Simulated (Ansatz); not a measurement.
A geometry of SnO away from equilibrium: step 2 of the relaxation of a relaxed SnO cell, doubled along one cell vector, shaken by Gaussian noise of σ = 0.08 Å a coordinate. Computed with r2SCAN (plane waves to 500 eV, PAW, scalar-relativistic; Ansatz, a quantum-chemistry and plane-wave program). Γ-centred k-mesh 4×8×3 on the run's cell (coarser than for final values), Fermi–Dirac smearing 0.05 eV.

```xyz
8
Lattice="6.6676 -0.0276 -0.0004 -1.6789 2.8864 0.0136 -0.0005 0.0385 8.2089" Properties=species:S:1:pos:R:3 pbc="T T T"
O      0.0983     1.8486     0.6732
O      3.2996     1.9105     0.6357
O      1.7136     0.8496     4.8493
O      4.9706     0.9927     4.8763
Sn    -0.0446     0.0614     7.8305
Sn     3.2894     0.0007     7.8067
Sn     0.0414     0.0231     3.8949
Sn     3.3521    -0.0243     3.8492
```

What forces act on the atoms (eV/Å)?


```tsv
atom	Fx	Fy	Fz
O1	-0.65	0.16	-0.04
O2	0.01	-0.01	-0.17
O3	0.06	0.47	0.50
O4	0.15	-0.23	0.17
Sn5	0.22	-0.39	0.28
Sn6	0.41	0.23	0.16
Sn7	-0.63	-0.17	-0.56
Sn8	0.43	-0.07	-0.34
```

What is the pressure?

+0.8 GPa, compression positive.

No spin polarisation in the result. Without a van der Waals term the distances between weakly bound units are poorly fixed.

The end of the path is a generated cell of SnO: the first start was made by placing the elements on the sites of a structure type, and the end was not matched to a known phase here, so it may be hypothetical. Known forms of SnO include space group No. 129.
